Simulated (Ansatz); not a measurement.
The start is a relaxed Ag cell displaced along its unstable phonon at q = (½, 0, 0) of its primitive reciprocal cell (27i cm⁻¹), largest move 0.15 Å. The cell and all atomic positions are relaxed at zero pressure with r2SCAN (plane waves to 500 eV, PAW, scalar-relativistic; Ansatz, a program for electronic structure). The first steps use a coarse 7×14×14 k-mesh.

Input geometry:
```yaml
crystal:
  lattice:
    - [-3.26802, 3.26802, 3.26802]
    - [1.63401, -1.63401, 1.63401]
    - [1.63401, 1.63401, -1.63401]
  atoms:
    - { symbol: Ag, position: [0.00000, 0.96754, 0.03246] }
    - { symbol: Ag, position: [0.50000, 0.03246, 0.96754] }
```

```yaml
largest_initial_force: 0.03 eV/Å, on Ag1, Ag2 (atoms numbered as listed)
relative_to_the_parent: "It does not go back: it reaches P6₃/mmc (No. 194), hcp (Mg type), 0.03 eV/atom below the parent"
band_gap_at_the_end: no gap (metallic)
optimiser_moves: 12
```

It ends as:

Space group P6₃/mmc (No. 194); a = 2.9032 Å, b = 2.9032 Å, c = 4.7499 Å, α = 90.00°, β = 90.00°, γ = 120.00°

| atom | site | symmetry | x | y | z |
|---|---|---|---|---|---|
| Ag | 2d | -6m2 | 0.6667 | 0.3333 | 0.2500 |

Final values are on a 18×18×10 k-mesh of the relaxed cell. No spin polarisation in the result.

The run could not lose the symmetry of its start: the end is stationary, and may be a saddle point rather than a minimum.

The relaxed structure here is a generated cell of Ag: the first start was made by placing the elements on the sites of a structure type, and the end was not matched to a known phase here, so it may be hypothetical. Known forms of Ag include space group No. 225.
